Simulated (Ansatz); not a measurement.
## SCF settings study, KCoF3

The cell (5 atoms) is KCoF3 as a measured crystal structure (space group Pm-3m). Source: COD entry 2310428; it may be a high-temperature, high-pressure or metastable form.

```
K F Co
1.0
     4.07100    0.00000    0.00000
     0.00000    4.07100    0.00000
     0.00000    0.00000    4.07100
K F Co
1 3 1
Cartesian
  0.0000 0.0000 0.0000
  0.0000 2.0355 2.0355
  2.0355 0.0000 2.0355
  2.0355 2.0355 0.0000
  2.0355 2.0355 2.0355
```

Atoms are numbered from 1 in the order listed.

All numbers below come from Ansatz, DFT, LDA+U, PAW, plane waves, scalar-relativistic.

```yaml
hubbard_term_dudarev_form: U − J = 3.32 eV on Co d, on Löwdin-orthonormalised all-electron atomic orbitals
plane_wave_cutoff: 420 eV
k_point_mesh: 5×5×5 (Γ-centred)
occupations: Fermi–Dirac smearing, 0.02 eV
valence_electrons: 47
spin: collinear, starting moments Co5 3.00 μB
```

Moments by site are taken inside atomic spheres; the rest lies between them.

The starting density is a sum of atomic densities. β is the mixing step of the charge; the magnetisation has a step of its own, which the program sets unless it is named.

A static U favours moments and orbital order; the result depends on U and need not be the measured state. With one magnetic atom in the cell its copies can only be parallel; orders in a larger cell may lie lower. Only one magnetic start was run, with no search, so the state need not be the lowest.

Launched as:
```sh
ansatz run input.yaml --threads 2 --pin off --max-ram 5120MiB --backend cpu --events-out ev --progress --plain --runs-dir out
```

Machine: 2 threads of Arm Neoverse V2, with other jobs on the host.

One run per row. The search for lower states is off throughout, and rows that name a mixer don't switch to direct minimisation unless they say so. “A, then B” is a new run with the settings A changed by B. Counts include iterations that the program adds to test a close or to solve more bands, and some failed runs stop two short of their limit.

```csv
settings,iteration limit,outcome,wall time (s),result against the default run
default SCF settings,default,converged in 14 iterations,2.9,reference
cutoff 600 eV,default,converged in 14 iterations,4,free energy shifted by -5.4 meV/atom
"Broyden, β 1.0, history 3, no preconditioner",70,converged in 31 iterations,5.2,the same free energy
"linear mixing, β 0.2, Kerker",70,not converged after 70 iterations,5.7,slow
"linear mixing, β 0.2, Kerker, then β raised to 0.5",70,not converged after 70 iterations,9.3,slow
"linear mixing, β 0.2, Kerker, then β lowered to 0.05",70,not converged after 70 iterations,5.7,slow
"linear mixing, β 0.2, Kerker, then preconditioner removed",70,converged in 44 iterations,4.5,the same free energy
"linear mixing, β 0.2, Kerker, then iteration limit raised to 200",200,converged in 101 iterations,8,the same free energy
direct minimisation,150,converged in 11 iterations,7.1,the same free energy
cutoff 250 eV,70,converged in 12 iterations,1.5,"free energy shifted by +2691 meV/atom, so these numbers say nothing of the material, pressure -11.7 GPa against -6.6"
"Fermi–Dirac width 0.003 eV, no switch to direct minimisation",70,converged in 13 iterations,2.6,"free energy shifted by +2.0 meV/atom, zero-width estimate shifted by +0.8 meV/atom"
fixed occupations,70,input refused,0.14,"inconsistent input (scf.occupations.method, magnetization): a σ = 0 step fill (method: fixed, [...]"
"fixed occupations, then Fermi–Dirac smearing of 0.1 eV",70,converged in 14 iterations,2.9,"free energy shifted by -15.7 meV/atom, zero-width estimate shifted by -4.3 meV/atom, pressure -6.5 GPa against -6.6"
tetrahedron occupations,70,converged in 13 iterations,2.7,"free energy shifted by -1.8 meV/atom, zero-width estimate shifted by -3.1 meV/atom, pressure -6.7 GPa against -6.6"
iteration limit 12,12,not converged after 12 iterations,2.2,cut off early
"iteration limit 12, then iteration limit raised to 200",200,converged in 14 iterations,2.9,the same free energy
"one k-point (Gamma), no switch to direct minimisation",70,converged in 12 iterations,0.99,"free energy shifted by +568 meV/atom, pressure 0.8 GPa against -6.6, moments Co5 2.74 μB against Co5 2.57"
```

With the default settings (MSR1 mixing, preconditioner Kerker) the run converges, spin-polarised, site moments Co5 2.57 μB, total 3.00 μB per cell, no gap on the k-mesh. At the default threshold and band count the same state takes 11 iterations at best (“direct minimisation”) and 101 at worst (“linear mixing, β 0.2, Kerker, then iteration limit raised to 200”). 5 of 17 runs gave no result.
